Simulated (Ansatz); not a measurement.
Here is the system:

BC7:
```
BC7
1.0
    3.60066     0.00000     0.00000
    0.00000     3.60066     0.00000
    0.00000     0.00000     3.60066
C B
7 1
Direct
  0.50000   0.00000   0.00000
  0.75493   0.24507   0.24507
  0.75493   0.75493   0.75493
  0.00000   0.00000   0.50000
  0.24507   0.24507   0.75493
  0.00000   0.50000   0.00000
  0.24507   0.75493   0.24507
  0.50000   0.50000   0.50000
```

This is the PBEsol-relaxed structure.

**Question.** All from DFT-PBEsol in the program Ansatz with PAW potentials, unless another level is named. Give the bulk modulus (Birch–Murnaghan fit).

**Answer.** 4030 kbar.

**Question.** Next, the elastic constants (relaxed ions, GPa)?

**Answer.** C11 = 753, C12 = 228, C44 = 474.

Space group P-43m. The start of the workflow was typed in or built on a structure type; the Crystallography Open Database copy checked does not list it. Whether it is the stable phase at ambient conditions was not checked. The cell was relaxed with PBEsol under the symmetry of its start; whether a distortion lowers the energy is not shown. Its formation energy is positive at this level, so the cell may be metastable or incomplete. As this level gives no gap, shear constants depend on the k-mesh and smearing (Fermi–Dirac, 0.1 eV here).

Potentials: the earlier of the program's two PAW sets. The files were generated under PBE; for other functionals the program regenerates the frozen cores, and for LDA and PBEsol the local potential too.
